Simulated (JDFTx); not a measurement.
System: WC(1 1 -2 0) (P-6m2 bulk; lattice of mp-1894, not re-optimised at this level), 1x1 cell of 12 atoms in 6 planes (C/W outermost, slab composition W6C6), area 14.34 Å² a face, 7.1 Å between the outermost planes in a cell 23.3 Å high; k mesh 8×4×1, Fermi width 0.01 Ha, no spin polarisation. Whether this polymorph is the ambient one wasn't checked.

Level of theory: PBE, GBRV ultrasoft potentials, plane waves to 20/100 Ha; code: JDFTx (a modified build). Liquid: CANDLE, water, 1 M NaCl. Between zero charge and 0.91 V from it the run gives σ = 22.3 μC/cm², a mean capacitance of 24.4 μF/cm². The liquid has ε = 78.4, a 1:1 salt at 1 M with linear (Debye) response, and T = 298 K.

A calculation by hand: the Debye length, the diffuse-layer capacitance, and the inner capacitance that is left when the two stand in series.

Each ion has density c = 1 × 6.022×10⁻⁴ = 6.022e-04 Å⁻³. λ² = ε kT / (8π (e²/4πε₀) c) with kT = 0.02568 eV and e²/4πε₀ = 14.40 eV Å gives λ = 3.04 Å; the log prints 3.04 Å. C_diffuse = ε₀ε/λ = 228 μF/cm². Then 1/C_inner = 1/24.4 − 1/228, so C_inner = 27.4 μF/cm², which equals a vacuum gap of ε₀/C_inner = 0.32 Å. The diffuse layer takes 11 % of the potential drop; the rest lies between the electrode's charge and the onset of the dielectric, with the electrode's own (quantum) capacitance in it. The split is a model: in the calculation solvent and ions share one smooth cavity.
